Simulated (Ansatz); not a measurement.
Input:

LuTl:
```cif
data_LuTl
_chemical_formula_sum 'Lu1 Tl1'
_space_group_name_H-M_alt 'P 1'
_space_group_IT_number 1
_cell_length_a 3.46035
_cell_length_b 3.46035
_cell_length_c 4.23088
_cell_angle_alpha 90.000
_cell_angle_beta 90.000
_cell_angle_gamma 90.000
loop_
_space_group_symop_operation_xyz
  'x, y, z'
loop_
_atom_site_label
_atom_site_type_symbol
_atom_site_fract_x
_atom_site_fract_y
_atom_site_fract_z
_atom_site_occupancy
Lu1 Lu 0.00000 0.00000 0.00000 1
Tl1 Tl 0.50000 0.50000 0.50000 1
```

This is the r²SCAN-relaxed structure.

Q: All from r²SCAN (plane waves, PAW; program Ansatz), unless another level is named. Give the density of states at the Fermi level.

A: 0.85 states/eV per atom (mean over ±0.08 eV).

Q: Predict the formation energy from the elements (no fitted shifts).

A: -0.32 eV/atom.

Space group P4/mmm (L1₀ or tetragonal B2). The first step of the workflow began from a Materials Project structure, measured or hypothetical; the Crystallography Open Database copy checked does not list it. With Lu and Tl taken as one species the cell has the higher symmetry I4/mmm, so it may be an ordered model of a mixed-site phase. Its standing as an ambient phase is unchecked. The cell keeps a stress of up to 0.2 GPa. The cell was relaxed with r²SCAN under the symmetry of its start; whether a distortion lowers the energy is not shown. The references are the lowest solids computed at this level, not always the standard phases. Scalar-relativistic: spin–orbit coupling is off unless named, which matters more the heavier the elements.

Potentials: the later of the program's two PAW sets.
